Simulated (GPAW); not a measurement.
Moving the functional in InSe2

```cif
data_structure
_symmetry_space_group_name_H-M 'P 1'
_symmetry_Int_Tables_number 1
_cell_length_a 3.8949
_cell_length_b 3.8949
_cell_length_c 9.6262
_cell_angle_alpha 90.000
_cell_angle_beta 90.000
_cell_angle_gamma 90.000
_cell_volume 146.03
loop_
_atom_site_label
_atom_site_type_symbol
_atom_site_fract_x
_atom_site_fract_y
_atom_site_fract_z
_atom_site_occupancy
In1 In 0.50000 0.00000 0.29353 1
In2 In 0.00000 0.50000 0.70647 1
Se1 Se 0.50000 0.50000 0.00000 1
Se2 Se 0.00000 0.00000 0.00000 1
Se3 Se 0.50000 0.00000 0.63379 1
Se4 Se 0.00000 0.50000 0.36621 1
```

The cell comes from a database or a generator and needn't be the stable form of this composition.

Kept alike: task band structure; k mesh 6 × 6 × 3; occupations fermi-dirac, width 0.05 eV; no spin polarisation. Program: GPAW, potentials by row: the program's PAW data sets (release 1.2.1) made for this functional (LDA); GPAW PAW data sets (gpaw-data 1.2.1) (PBE, r2SCAN on files made for PBE); PAW data sets generated for this functional (PBEsol), cutoff 600 eV. The mesh is that of the run's cell of 6 atoms. No spin-orbit coupling.

| run | pressure (GPa) |
| --- | --- |
| A | -0.45 |
| B | -2.08 |
| C | -5.22 |
| D | -3.67 |

Pressure is positive in compression; the values hold the error of the finite cutoff, so their zero can differ a little from the energy's minimum. For a metal such a mesh leaves the last digits unconverged.

The runs differ in the functional (and the potentials named above) alone: LDA; PBE; PBEsol; r2SCAN. Which run is which?

Run A is PBE; run B is r2SCAN; run C is LDA; run D is PBEsol. The pressure runs from -5.22 (LDA) to -0.45 GPa (PBE). From PBE: LDA -4.77; PBEsol -3.22; r2SCAN -1.63.
